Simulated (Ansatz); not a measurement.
HfSnO4 on the sites of tetragonal HfO2 (relaxed group P-4m2) was relaxed with 3 functionals in the PAW code Ansatz, cell and atoms free, the symmetry of the start kept (meshes: PBE 8×8×6, r2SCAN 6×6×4, PBEsol 6×6×4). No spin polarisation and no zero-point or thermal motion; the cell was built from a prototype and may be hypothetical.

The r2SCAN result:
```
CELL_PARAMETERS angstrom
3.56429 0.00000 0.00000
0.00000 3.56429 0.00000
0.00000 0.00000 5.33823
ATOMIC_POSITIONS crystal
Hf 0.50000 0.50000 0.50000
Sn 0.00000 0.00000 0.00000
O 0.50000 0.00000 0.68195
O 0.00000 0.50000 0.81563
O 0.00000 0.50000 0.31805
O 0.50000 0.00000 0.18437
```

Space group P-4m2 (No. 115), tetragonal; a = 3.564 Å, c = 5.338 Å in the conventional setting, 11.30 Å³ an atom. Around Hf lie 8 O at 2.03–2.45 Å; around Sn lie 8 O at 2.04–2.46 Å; around O lie 2 Hf at 2.03 Å and 2 Sn at 2.46 Å; around O lie 2 Sn at 2.04 Å and 2 Hf at 2.45 Å.

Task: How does the cell change with PBEsol?

Result: a = 3.563 Å, c = 5.318 Å; the volume differs by -0.5 % from r2SCAN's. Hf is surrounded by 8 O at 2.03–2.43 Å; Sn is surrounded by 8 O at 2.04–2.45 Å; O is surrounded by 2 Hf at 2.03 Å and 2 Sn at 2.45 Å (further sites aren't listed).

Task: What lattice does PBE give?

Result: a = 3.600 Å, c = 5.425 Å; the volume differs by +3.7 % from r2SCAN's. Hf has 8 O at 2.04–2.48 Å; Sn has 8 O at 2.06–2.51 Å; O has 2 Hf at 2.04 Å and 2 Sn at 2.51 Å (further sites aren't listed).

Task: Held at the r2SCAN cell, what mean stress does PBE find, and does its sign point to its own minimum?

Result: Yes. PBE +7.08 GPa, and its relaxed volume is +3.7 % from r2SCAN's. Compression counts positive, so a positive stress asks for a larger cell.
